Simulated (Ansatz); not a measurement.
**Ir, simple cubic: geometry optimisation**

Computed with Ansatz 0.2.0, DFT, r2SCAN, plane waves (500 eV) with PAW, scalar-relativistic. (PAW data from PBE, frozen cores regenerated.)

k-point mesh 13×13×13, Fermi-Dirac smearing 0.1 eV, no spin polarisation. Cell and atoms relax.

Starting structure:

```
CELL_PARAMETERS angstrom
2.48152 0.00000 0.00000
0.00000 2.48152 0.00000
0.00000 0.00000 2.48152
ATOMIC_POSITIONS crystal
Ir 0.00000 0.00000 0.00000
```

Question: The pressure at the start is 28.1 GPa. By how much does the volume change?

Answer: From 15.28 to 16.65 Å³ per atom, 8.9 %. The final cell has a = 2.553 Å.

Question: How much energy does the relaxation gain?

Answer: 110.4 meV per atom.

Path of the relaxation (the plane waves are chosen anew near the end, which can shift the energy a little):

```json
{"step": "0", "E − E(final) (meV/atom)": "110.39", "V (Å³/atom)": "15.281", "P (GPa)": "28.15", "max force (eV/Å)": "0.000"}
{"step": "1", "E − E(final) (meV/atom)": "44.81", "V (Å³/atom)": "17.627", "P (GPa)": "-13.24", "max force (eV/Å)": "0.000"}
{"step": "2", "E − E(final) (meV/atom)": "2.50", "V (Å³/atom)": "16.802", "P (GPa)": "-2.43", "max force (eV/Å)": "0.000"}
{"step": "3", "E − E(final) (meV/atom)": "1.20", "V (Å³/atom)": "16.627", "P (GPa)": "0.30", "max force (eV/Å)": "0.000"}
{"step": "4", "E − E(final) (meV/atom)": "1.19", "V (Å³/atom)": "16.646", "P (GPa)": "-0.01", "max force (eV/Å)": "0.000"}
{"step": "5", "E − E(final) (meV/atom)": "0.00", "V (Å³/atom)": "16.646", "P (GPa)": "0.03", "max force (eV/Å)": "0.000"}
```
